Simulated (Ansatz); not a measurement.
# Formation energy of CsCl-type LaTl

Method: PBEsol, scalar-relativistic; no spin polarisation; PAW, 420 eV, Γ-centred 8×8×8 mesh, 0.05 eV Gaussian smearing; code Ansatz. The datasets are Ansatz's generated set soft_2.

The start was a prototype's sites filled with these elements; the Crystallography Open Database holds the compound in this structure.

It takes space group Pm-3m (No. 221, cubic). Conventional cell: a = 3.917 Å, b = 3.917 Å, c = 3.917 Å, α = 90.00°, β = 90.00°, γ = 90.00°. La (site symmetry m-3m) is surrounded by 8 Tl at 3.39 Å. Around Tl (site symmetry m-3m) lie 8 La at 3.39 Å. (Neighbours are counted to 15 % beyond the shortest distance.)

The elements were computed in their standard states with the same datasets, cutoff and functional. Absolute energies hang on the potentials; compare differences alone.

Energy of the relaxed cell (2 atoms, smearing extrapolated to zero): -17457.875 eV. Elements, in eV/atom: La -6161.275, Tl -11295.673.

What is the formation energy?

[-17457.875 − (1 × -6161.275 + 1 × -11295.673)] / 2 = -0.46 eV/atom, or -45 kJ per mole of atoms.

The value is for 0 K, without zero-point energy. A negative value shows stability against the elements alone, not against other compounds or structures.

Spin–orbit coupling, which matters for such heavy elements, is left out.
